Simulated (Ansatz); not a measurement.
ZrS$_{2}$:
```
CELL_PARAMETERS angstrom
      3.68446     0.00000     0.00000
     -1.84223     3.19083     0.00000
      0.00000     0.00000    32.00000
ATOMIC_POSITIONS crystal
  S  0.66667 0.33333 0.54491
  Zr 0.00000 0.00000 0.50000
  S  0.33333 0.66667 0.45509
```
Free-standing layer in the xy plane with vacuum along z and no interaction between images.

In-plane strain on the r²SCAN+D4-relaxed layer, atoms relaxed; r²SCAN+D4 in the plane-wave PAW code Ansatz. Band edges on the k-mesh, from the upper vacuum level. Strained cells keep their symmetry and size, so buckling under compression is not allowed; words on stability below refer to the unstrained layer.

| strain x / y (%) | ΔE (meV/atom) | tension xx (N/m) | tension yy (N/m) | thickness (Å) | VBM (eV) | CBM (eV) |
|---|---|---|---|---|---|---|
| -4 / -4 | 41.9 | -4.65 | -4.65 | 3.01 | -6.48 | -5.45 |
| -2 / -2 | 10.1 | -2.14 | -2.14 | 2.94 | -6.66 | -5.34 |
| -1 / 0 | ___ | ___ | ___ | ___ | ___ | ___ |
| 0 / 0 | 0.0 | -0.01 | -0.01 | 2.87 | -6.80 | -5.24 |
| 1 / 0 | ___ | ___ | ___ | ___ | ___ | ___ |
| 2 / 2 | 9.2 | 1.81 | 1.81 | 2.81 | -6.92 | -5.14 |
| 4 / 4 | 35.3 | 3.33 | 3.33 | 2.73 | -7.00 | -5.04 |

Question: Complete the blanks.

Answer: 
- 1 / 0, ΔE (meV/atom): 1.0
- 1 / 0, tension xx (N/m): 0.80
- 1 / 0, tension yy (N/m): 0.14
- 1 / 0, thickness (Å): 2.86
- 1 / 0, VBM (eV): -6.81
- 1 / 0, CBM (eV): -5.22
- -1 / 0, ΔE (meV/atom): 1.0
- -1 / 0, tension xx (N/m): -0.85
- -1 / 0, tension yy (N/m): -0.16
- -1 / 0, thickness (Å): 2.89
- -1 / 0, VBM (eV): -6.74
- -1 / 0, CBM (eV): -5.27

Space group P-3m1 (1T). A layer that has been made, often on a substrate. The r²SCAN+D4 relaxation kept the symmetry of its start; its stability against distortions is not shown here. The run is not spin-polarised. Spin–orbit coupling is left out wherever it is not named.

Potentials: the later of the program's two PAW sets.

Edges and masses are those of Kohn–Sham bands, whose gap is no quasiparticle gap.
